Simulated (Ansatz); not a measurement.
Input and output for fcc Pb (111), 5 layers: DFT, PBE, all-electron LAPW, scalar-relativistic (Ansatz 0.2.0). This run: field of 0.5 V/Å along the normal.

The slab is cut from a bulk crystal relaxed on PAW files (its atoms may have been relaxed since).

Command: `ansatz run input.yaml --threads 2 --pin off --max-ram 4096MiB --backend cpu --events-out ev --progress --plain --runs-dir out` It took 2 min on 2 threads of Arm Neoverse V1, with other jobs on the host, peak memory 0.81 GiB.

```yaml
crystal:
  lattice:
    - [3.5630884189, 0.0, 0.0]
    - [-1.7815442094, 3.0857250867, 0.0]
    - [0.0, 0.0, 27.637]
  atoms:
    - { symbol: Pb, position: [0.8333333333, 0.1666666667, 0.2958165965] }
    - { symbol: Pb, position: [0.1666666667, 0.8333333333, 0.3943969012] }
    - { symbol: Pb, position: [0.5, 0.5, 0.5000000014] }
    - { symbol: Pb, position: [0.8333333333, 0.1666666667, 0.6056030995] }
    - { symbol: Pb, position: [0.1666666667, 0.8333333333, 0.7041834014] }
kpoints:
  mp_grid: { grid: [12, 12, 1] }
scf:
  occupations: { method: fermi_dirac, width: 0.08 }
hamiltonian:
  xc: pbe
  pseudopotentials: { kind: all_electron, lapw: { basis_error: 0.001 } }
output:
  forces: true
  stress: true
  eigenvalues: true
efield:
  axis: 3
  amplitude: 0.5
  dipole_correction: true
```

Output:

```
LAPW: plane waves up to 6.571 Å⁻¹, error target 1.0e-3 eV per atom; small_component_spin mean_spin; Pb in spheres of 1.707 Å, 36 of its electrons in bands, Dirac shells [] (how accurate: hamiltonian.pseudopotentials.lapw.basis_error, Limitations)
Engine: ansatz 0.2.0
Pseudopotentials: kind: all_electron
Pseudopotential: Pb, LAPW, valence charge 36, lapw/all_electron/scalar/gaussian/Pb, Koelling and Harmon's equation, gaussian nucleus
Functional definition: PBE
  parameter kappa = 0.804
  parameter beta = 0.06672455060314922
  exchange = pbe_x(kappa = kappa, mu = beta*pi^2/3)
  correlation = pbe_c(beta = beta)
Crystal: 5 atoms, lattice volume = 303.861 Å³
Basis set: ecut = 164.5072564860501 eV, 1473 PW (Γ), exchange–correlation at level 2
Bands: 108, of which v1, the nominal top of the filled ones, is band 90 counted from 1 (89 counted from 0)
Symmetry: 6 space group operations
k-points: 19 of 144 (time reversal used)
Non-local potential: Pb, projectors of the file, none
Initial density: superposition of atomic densities (neutral atoms: chi_scale 0, normalization atom, screened)
Initial wavefunctions: plane waves of lowest kinetic energy (no species holds an atomic orbital)
Functional: x = pbe(κ = 0.804, μ = 0.2195149727645171), c = pbe(β = 0.06672455060314922)
iter 1 solved again at ethr=1.92e-3 eV; its pass at ethr=1.00e-1 eV (dr2=3.45e0 eV) is discarded
SCF iter   1: F=—  HF=-2840332.986115 eV  |F-HF|=—  |Δ(HF+E_count)|=         —  Δρ=5.23e-3  dr2=3.46e0  ethr=1.92e-3  p=0.526 e·Å  D=3.13e-1 V/Å  ΔV_dip=-8.66 eV  dr2_dipole=1.57e0  V_vac-E_F(+/−)=6.88/3.52 eV  ⟨swp⟩=2.0  Hψ=12773  notcnv=0
efield: sawtooth ramp at fractional position 0.9500 (placed from the atoms, in the widest stretch of the axis that holds none; the zero of the levels goes with the place), width 0.1000; the density the first Hamiltonian is built on has a dipole p = 0.528 e·Å; the dipole correction subtracts the counter field D = 3.15e-1 V/Å, which shifts the + side's vacuum level by -8.70 eV against the − side's; the planar-averaged density in the ramp window peaks in size at 5.2e-6 e/Å³
preconditioner: auto → LDOS  [metal: Δε(μ)=0.042 eV  Ē_g=18.297 eV  σ=0.080 eV  W_gap=0.13  n_scr=98 (ndim 8)  ℏωp=17.8 eV  f_vac=0.479  D(μ)=2.77/eV (n_scr^D=10)  β→1.0]
SCF iter   2: F=—  HF=-2840332.805713 eV  |F-HF|=—  |Δ(HF+E_count)|=   1.80e-1  Δρ=4.01e-3  dr2=5.17e-1  ethr=1.92e-3  p=0.435 e·Å  D=2.59e-1 V/Å  ΔV_dip=-7.15 eV  dr2_dipole=4.18e-2  V_vac-E_F(+/−)=5.66/0.84 eV  ⟨swp⟩=3.1  Hψ=5877  notcnv=0
SCF iter   3: F=—  HF=-2840332.748909 eV  |F-HF|=—  |Δ(HF+E_count)|=   5.68e-2  Δρ=1.41e-3  dr2=9.83e-2  ethr=2.87e-4  p=0.459 e·Å  D=2.74e-1 V/Å  ΔV_dip=-7.56 eV  dr2_dipole=3.24e-2  V_vac-E_F(+/−)=5.92/1.51 eV  ⟨swp⟩=2.9  Hψ=6464  notcnv=0
iter 4 solved again at ethr=1.98e-6 eV; its pass at ethr=5.46e-5 eV (dr2=3.57e-3 eV) is discarded
SCF iter   4: F=—  HF=-2840332.729084 eV  |F-HF|=—  |Δ(HF+E_count)|=         —  Δρ=3.16e-4  dr2=3.57e-3  ethr=1.98e-6  p=0.453 e·Å  D=2.70e-1 V/Å  ΔV_dip=-7.45 eV  dr2_dipole=1.94e-3  V_vac-E_F(+/−)=5.80/1.27 eV  ⟨swp⟩=2.0  Hψ=10314  notcnv=0
the basis was enlarged: its passes take 881.2 KiB over the memory plan, 2 of 2 planned eigensolver slots
SCF iter   5: F=—  HF=-2840332.728822 eV  |F-HF|=—  |Δ(HF+E_count)|=   2.62e-4  Δρ=1.12e-4  dr2=2.65e-4  ethr=1.98e-6  p=0.450 e·Å  D=2.68e-1 V/Å  ΔV_dip=-7.41 eV  dr2_dipole=5.65e-6  V_vac-E_F(+/−)=5.75/1.18 eV  ⟨swp⟩=2.0  Hψ=6193  notcnv=0
SCF iter   6: F=—  HF=-2840332.728806 eV  |F-HF|=—  |Δ(HF+E_count)|=   1.58e-5  Δρ=4.31e-5  dr2=2.17e-5  ethr=1.47e-7  p=0.450 e·Å  D=2.68e-1 V/Å  ΔV_dip=-7.41 eV  dr2_dipole=1.93e-6  V_vac-E_F(+/−)=5.73/1.17 eV  ⟨swp⟩=2.0  Hψ=6099  notcnv=0
SCF iter   7: F=—  HF=-2840332.728809 eV  |F-HF|=—  |Δ(HF+E_count)|=   2.53e-6  Δρ=1.39e-5  dr2=4.81e-6  ethr=1.21e-8  p=0.451 e·Å  D=2.68e-1 V/Å  ΔV_dip=-7.41 eV  dr2_dipole=6.74e-9  V_vac-E_F(+/−)=5.73/1.16 eV  ⟨swp⟩=3.0  Hψ=6148  notcnv=0
SCF iter   8: F=—  HF=-2840332.728809 eV  |F-HF|=—  |Δ(HF+E_count)|=   1.53e-7  Δρ=3.53e-6  dr2=3.96e-7  ethr=2.67e-9  p=0.450 e·Å  D=2.68e-1 V/Å  ΔV_dip=-7.41 eV  dr2_dipole=1.34e-8  V_vac-E_F(+/−)=5.72/1.16 eV  ⟨swp⟩=3.0  Hψ=6215  notcnv=0
[... lines left out ...]
Dipole field:    D = 0.268229 V/Å  (p = 0.450421 e·Å, saw-weighted, corrected)
Work function:   not extracted (applied field tilts the vacuum); planar V_es + V_field profile in the machine report
Levels:          The Fermi level and band energies are counted from a zero that moves with the ramp; work functions are not
--- Per-component energies (eV) ---
  E_band       = -12723.352642
  E_kinetic    = 3274851.743931
  E_xc         = -52901.119904
  E_efield     = -0.164787  (sawtooth field / dipole correction)
  E_electrostatic = -6062283.116156  (all electrons and nuclei)
  E_smearing   = -0.071894  (= −TS)
  E_closure    = 0.000000  (closes the sum)
  E_atoms      = -2840315.216758  (free atoms, spherical and without spin; not in F)
  Σ components = -2840332.728809   (vs F -2840332.728809, Δ=0.00e0)
  Basis errors (estimates in eV, not in F): energy 2.8e-4 per atom: plane waves 2.7e-4 (1.5e-4 summed), levels above the bands 4.6e-43, relativity 4.3e-8, radial functions 8.6e-6, core shells 2.5e-9; eigenvalues (radial functions only) 6.0e-7; not estimated: angular momenta, meshes, grids; target (lapw.basis_error) 1.0e-3; muffin-tin radii Pb 1.707 Å
--- Forces (eV/Å), atoms counted from 1 ---
  atom   1  Pb    -0.00000000    -0.00000000     0.00304340
  atom   2  Pb     0.00000000    -0.00000000    -0.01856615
  atom   3  Pb     0.00000000     0.00000000     0.00652752
  atom   4  Pb    -0.00000000     0.00000000    -0.00741581
  atom   5  Pb     0.00000000     0.00000000     0.01643221
  max |Σ_I F_I| component: 2.12e-5 eV/Å
--- Stress (GPa, compression-positive) ---
        0.110061      -0.000000       0.000000
       -0.000000       0.110061       0.000000
        0.000000       0.000000       0.058981
  P = ⅓ Tr σ = 0.0930 GPa (0.930 kbar)
--- Band table (eV; the first three rows and the last of 19) ---
  k-point 0: bands = ["-133.7490", "-133.7103", "-133.6958", "-133.6355", "-133.6210", "-122.7867", "-122.7862", "-122.7862", "-122.7845", "-122.7845", "-122.7818", "-122.7818", "-122.7510", "-122.7504", "-122.7504", "-122.7483", "-122.7483", "-122.7443", "-122.7443", "-122.7346", "-122.7344", "-122.7344", "-122.7336", "-122.7336", "-122.7319", "-122.7319", "-122.6704", "-122.6704", "-122.6683", "-122.6683", "-122.6669", "-122.6669", "-122.6664", "-122.6561", "-122.6561", "-122.6539", "-122.6539", "-122.6524", "-122.6524", "-122.6518", "-75.5885", "-75.5795", "-75.5795", "-75.5556", "-75.5374", "-75.5359", "-75.5359", "-75.5227", "-75.5227", "-75.4709", "-75.4709", "-75.4665", "-75.4561", "-75.4561", "-75.4521", "-11.1693", "-11.1314", "-11.1314", "-11.1296", "-11.1161", "-11.0842", "-11.0842", "-11.0768", "-11.0768", "-11.0659", "-11.0659", "-11.0512", "-11.0465", "-11.0465", "-11.0384", "-10.9949", "-10.9949", "-10.9570", "-10.9570", "-10.9552", "-10.9552", "-10.8533", "-10.8533", "-10.8356", "-10.8356", "-5.4233", "-5.0976", "-4.2749", "-3.1153", "-2.3348", "2.5379", "3.9715", "6.0176", "7.7284", "8.4432", "9.6073", "10.6611", "11.2614", "11.2614", "11.3627", "11.5131", "11.5131", "12.0303", "12.0303", "12.6085", "12.6085", "12.6890", "12.8859", "12.8859", "13.4659", "14.5689", "14.6972", "14.7802"]
  k-point 1: bands = ["-133.7490", "-133.7103", "-133.6958", "-133.6355", "-133.6210", "-122.7867", "-122.7862", "-122.7862", "-122.7845", "-122.7845", "-122.7818", "-122.7818", "-122.7510", "-122.7504", "-122.7504", "-122.7483", "-122.7483", "-122.7443", "-122.7443", "-122.7346", "-122.7344", "-122.7344", "-122.7336", "-122.7336", "-122.7319", "-122.7319", "-122.6704", "-122.6704", "-122.6683", "-122.6683", "-122.6669", "-122.6669", "-122.6664", "-122.6561", "-122.6561", "-122.6539", "-122.6539", "-122.6524", "-122.6524", "-122.6518", "-75.5885", "-75.5797", "-75.5796", "-75.5556", "-75.5374", "-75.5360", "-75.5359", "-75.5228", "-75.5228", "-75.4710", "-75.4709", "-75.4665", "-75.4562", "-75.4561", "-75.4521", "-11.1639", "-11.1338", "-11.1261", "-11.1185", "-11.1147", "-11.0858", "-11.0770", "-11.0759", "-11.0736", "-11.0663", "-11.0533", "-11.0487", "-11.0424", "-11.0374", "-11.0306", "-10.9973", "-10.9943", "-10.9599", "-10.9581", "-10.9541", "-10.9508", "-10.8601", "-10.8526", "-10.8447", "-10.8348", "-5.3103", "-4.9846", "-4.1658", "-3.0151", "-2.2457", "2.6640", "4.0801", "6.0910", "7.8147", "8.4899", "9.6617", "10.0070", "10.2971", "10.6447", "10.8021", "10.9736", "11.1077", "11.4278", "11.6855", "11.7552", "12.0421", "12.5254", "12.7748", "12.9342", "13.6014", "14.4138", "14.7684", "14.8762"]
  k-point 2: bands = ["-133.7490", "-133.7103", "-133.6958", "-133.6355", "-133.6210", "-122.7867", "-122.7862", "-122.7862", "-122.7845", "-122.7845", "-122.7818", "-122.7818", "-122.7510", "-122.7504", "-122.7504", "-122.7483", "-122.7483", "-122.7443", "-122.7443", "-122.7346", "-122.7344", "-122.7344", "-122.7336", "-122.7336", "-122.7319", "-122.7319", "-122.6704", "-122.6704", "-122.6683", "-122.6683", "-122.6669", "-122.6669", "-122.6664", "-122.6561", "-122.6561", "-122.6539", "-122.6539", "-122.6524", "-122.6524", "-122.6518", "-75.5884", "-75.5800", "-75.5797", "-75.5555", "-75.5373", "-75.5363", "-75.5360", "-75.5232", "-75.5228", "-75.4713", "-75.4710", "-75.4665", "-75.4565", "-75.4562", "-75.4521", "-11.1688", "-11.1331", "-11.1280", "-11.1178", "-11.0879", "-11.0839", "-11.0800", "-11.0726", "-11.0605", "-11.0500", "-11.0457", "-11.0415", "-11.0209", "-11.0117", "-11.0108", "-10.9981", "-10.9951", "-10.9634", "-10.9469", "-10.9409", "-10.9308", "-10.8749", "-10.8662", "-10.8509", "-10.8326", "-4.9721", "-4.6472", "-3.8414", "-2.7194", "-1.9848", "3.0324", "4.3855", "6.2193", "7.7117", "7.9977", "8.3113", "8.7517", "9.0164", "9.7881", "9.9201", "9.9671", "10.3229", "10.4314", "11.0995", "11.1387", "11.7286", "12.0872", "12.6827", "12.7722", "13.4636", "13.7159", "13.9430", "14.3772"]
  k-point 18: bands = ["-133.7490", "-133.7103", "-133.6957", "-133.6355", "-133.6210", "-122.7867", "-122.7862", "-122.7862", "-122.7845", "-122.7845", "-122.7818", "-122.7818", "-122.7510", "-122.7504", "-122.7504", "-122.7483", "-122.7483", "-122.7443", "-122.7443", "-122.7346", "-122.7344", "-122.7344", "-122.7336", "-122.7336", "-122.7319", "-122.7319", "-122.6704", "-122.6704", "-122.6683", "-122.6683", "-122.6669", "-122.6669", "-122.6664", "-122.6561", "-122.6561", "-122.6539", "-122.6539", "-122.6524", "-122.6524", "-122.6518", "-75.5883", "-75.5808", "-75.5808", "-75.5554", "-75.5372", "-75.5372", "-75.5371", "-75.5240", "-75.5240", "-75.4722", "-75.4721", "-75.4664", "-75.4573", "-75.4573", "-75.4520", "-11.1506", "-11.1490", "-11.1455", "-11.1188", "-11.0911", "-11.0840", "-11.0457", "-11.0457", "-11.0436", "-11.0331", "-11.0312", "-10.9851", "-10.9798", "-10.9738", "-10.9697", "-10.9291", "-10.9168", "-10.9157", "-10.9017", "-10.8914", "-10.8664", "-10.8650", "-10.8585", "-10.8350", "-10.8279", "-1.2659", "-1.2491", "-1.2373", "-1.1532", "-1.1489", "3.5550", "3.6947", "3.6982", "3.9666", "4.4462", "4.4479", "5.2364", "5.4283", "5.4289", "6.0068", "8.2232", "8.2730", "8.6720", "9.1342", "9.1546", "12.0091", "12.5969", "12.6517", "12.9089", "13.3388", "13.4047", "13.4863", "14.1234"]
```

Next run (vacuum of 22 Å), as changes to the input before:

```diff
-    - [0.0, 0.0, 27.637]
+    - [0.0, 0.0, 33.286]
   atoms:
-    - { symbol: Pb, position: [0.8333333333, 0.1666666667, 0.2958165965] }
-    - { symbol: Pb, position: [0.1666666667, 0.8333333333, 0.3943969012] }
-    - { symbol: Pb, position: [0.5, 0.5, 0.5000000014] }
-    - { symbol: Pb, position: [0.8333333333, 0.1666666667, 0.6056030995] }
-    - { symbol: Pb, position: [0.1666666667, 0.8333333333, 0.7041834014] }
+    - { symbol: Pb, position: [0.8333333333, 0.1666666667, 0.3304687648] }
+    - { symbol: Pb, position: [0.1666666667, 0.8333333333, 0.4123189085] }
+    - { symbol: Pb, position: [0.5, 0.5, 0.500000002] }
+    - { symbol: Pb, position: [0.8333333333, 0.1666666667, 0.5876810938] }
+    - { symbol: Pb, position: [0.1666666667, 0.8333333333, 0.6695312352] }
 kpoints:
   axis: 3
-  amplitude: 0.5
+  amplitude: 0
   dipole_correction: true
```

Command: `ansatz run input.yaml --threads 2 --pin off --max-ram 4096MiB --backend cpu --events-out ev --progress --plain --runs-dir out` It took 2.2 min on 2 threads of Arm Neoverse V1, on a shared host, peak memory 0.86 GiB.

Results part of the output:

```
SCF 1 converged in 8 iterations: F = -2840332.616370 eV  dr2 = 8.02e-8
SCF converged after 8 iterations
Free energy (F): -2840332.616370 eV
[... lines left out ...]
  k-point 1: bands = ["-135.3645", "-135.3189", "-135.3189", "-135.2433", "-135.2433", "-124.4017", "-124.4011", "-124.4011", "-124.3994", "-124.3994", "-124.3966", "-124.3966", "-124.3589", "-124.3589", "-124.3585", "-124.3585", "-124.3585", "-124.3585", "-124.3571", "-124.3571", "-124.3571", "-124.3571", "-124.3542", "-124.3542", "-124.3542", "-124.3542", "-124.2782", "-124.2782", "-124.2782", "-124.2782", "-124.2760", "-124.2760", "-124.2760", "-124.2760", "-124.2746", "-124.2746", "-124.2746", "-124.2746", "-124.2741", "-124.2741", "-77.2041", "-77.1951", "-77.1950", "-77.1624", "-77.1624", "-77.1451", "-77.1451", "-77.1450", "-77.1450", "-77.0786", "-77.0786", "-77.0785", "-77.0785", "-77.0743", "-77.0743", "-12.7797", "-12.7492", "-12.7363", "-12.7356", "-12.7340", "-12.6974", "-12.6957", "-12.6905", "-12.6891", "-12.6806", "-12.6703", "-12.6636", "-12.6566", "-12.6524", "-12.6472", "-12.6124", "-12.6098", "-12.5756", "-12.5741", "-12.5694", "-12.5671", "-12.4748", "-12.4675", "-12.4610", "-12.4509", "-6.9257", "-6.6001", "-5.7819", "-4.6314", "-3.8620", "1.0482", "2.4645", "4.4860", "6.5240", "7.6618", "8.0339", "8.3901", "8.5422", "8.7393", "8.8023", "9.1867", "9.2749", "9.4920", "9.8432", "10.0008", "10.1390", "10.1601", "10.4628", "10.9094", "11.3183", "11.3550", "12.0667", "12.7975"]
  k-point 2: bands = ["-135.3645", "-135.3189", "-135.3189", "-135.2433", "-135.2433", "-124.4017", "-124.4011", "-124.4011", "-124.3994", "-124.3994", "-124.3966", "-124.3966", "-124.3589", "-124.3589", "-124.3585", "-124.3585", "-124.3585", "-124.3585", "-124.3571", "-124.3571", "-124.3571", "-124.3571", "-124.3542", "-124.3542", "-124.3542", "-124.3542", "-124.2782", "-124.2782", "-124.2782", "-124.2782", "-124.2760", "-124.2760", "-124.2760", "-124.2760", "-124.2746", "-124.2746", "-124.2746", "-124.2746", "-124.2741", "-124.2741", "-77.2041", "-77.1954", "-77.1951", "-77.1624", "-77.1624", "-77.1455", "-77.1455", "-77.1451", "-77.1451", "-77.0789", "-77.0789", "-77.0786", "-77.0786", "-77.0743", "-77.0743", "-12.7844", "-12.7465", "-12.7447", "-12.7338", "-12.7033", "-12.6983", "-12.6936", "-12.6909", "-12.6759", "-12.6647", "-12.6615", "-12.6562", "-12.6360", "-12.6272", "-12.6261", "-12.6140", "-12.6111", "-12.5785", "-12.5631", "-12.5545", "-12.5484", "-12.4891", "-12.4831", "-12.4659", "-12.4486", "-6.5875", "-6.2627", "-5.4576", "-4.3357", "-3.6010", "1.4167", "2.7700", "4.6110", "6.1340", "6.3864", "7.0738", "7.2296", "7.9481", "8.2013", "8.3517", "8.3730", "8.6474", "8.7073", "9.0491", "9.2074", "9.4834", "10.1489", "10.3850", "10.4711", "11.0667", "11.3832", "11.8517", "12.1548"]
  k-point 18: bands = ["-135.3644", "-135.3189", "-135.3189", "-135.2432", "-135.2432", "-124.4017", "-124.4011", "-124.4011", "-124.3994", "-124.3994", "-124.3966", "-124.3966", "-124.3589", "-124.3589", "-124.3585", "-124.3585", "-124.3585", "-124.3585", "-124.3571", "-124.3571", "-124.3571", "-124.3571", "-124.3542", "-124.3542", "-124.3542", "-124.3542", "-124.2782", "-124.2782", "-124.2782", "-124.2782", "-124.2760", "-124.2760", "-124.2760", "-124.2760", "-124.2746", "-124.2746", "-124.2746", "-124.2746", "-124.2741", "-124.2741", "-77.2040", "-77.1962", "-77.1962", "-77.1623", "-77.1623", "-77.1463", "-77.1463", "-77.1463", "-77.1463", "-77.0798", "-77.0798", "-77.0798", "-77.0798", "-77.0742", "-77.0742", "-12.7653", "-12.7653", "-12.7609", "-12.7341", "-12.7029", "-12.7029", "-12.6615", "-12.6602", "-12.6602", "-12.6478", "-12.6478", "-12.5950", "-12.5950", "-12.5912", "-12.5890", "-12.5374", "-12.5374", "-12.5300", "-12.5189", "-12.5073", "-12.4814", "-12.4814", "-12.4742", "-12.4468", "-12.4468", "-2.8817", "-2.8582", "-2.8582", "-2.7676", "-2.7676", "1.9396", "2.0808", "2.0808", "2.3509", "2.8310", "2.8310", "3.6201", "3.8123", "3.8123", "4.3904", "6.6324", "6.6324", "7.0563", "7.5269", "7.5269", "10.4992", "11.0361", "11.3803", "11.3803", "12.2092", "12.2092", "12.7486", "13.0305"]
```

Spin–orbit coupling is left out, which matters for the heavy atoms. The cell is 1×1, so reconstructions are forbidden, and in slabs of four or five layers the relaxations can be far larger than at a real surface.
